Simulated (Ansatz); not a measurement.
Consider the following.

IrRu:
Space group R-3m, hexagonal axes (No. 166); a = 2.6832 Å, b = 2.6832 Å, c = 13.1744 Å, α = 90.00°, β = 90.00°, γ = 120.00°

```csv
atom,site,symmetry,x,y,z
Ru,3b,-3m,0.0000,0.0000,0.5000
Ir,3a,-3m,0.0000,0.0000,0.0000
```
(The calculation used a cell of 2 atoms; values per cell refer to that cell.)

This is the PBEsol-relaxed structure.

**Question.** All from the program Ansatz at the PBEsol level (PAW), unless another level is named. Give the density of states at the Fermi level.

**Answer.** 0.89 states/eV per atom (mean over ±0.08 eV).

**Question.** Predict the formation energy from the elements (no fitted shifts).

**Answer.** -0.011 eV/atom.

The first step of the workflow began from a Materials Project structure, measured or hypothetical; the Crystallography Open Database copy checked does not list it. With Ru and Ir taken as one species the cell has the higher symmetry Fm-3m, so it may be an ordered model of a mixed-site phase. Its standing as an ambient phase is unchecked. Symmetry was held in the PBEsol relaxation; its stability against distortions is not shown here. No spin polarisation was allowed. Axis ratios of metals converge slowly with the k-mesh, so a and c are less sure than the volume. The references are the lowest solids computed at this level, not always the standard phases. Scalar-relativistic: spin–orbit coupling is off unless named, which matters more the heavier the elements.

Potentials: the later of the program's two PAW sets.
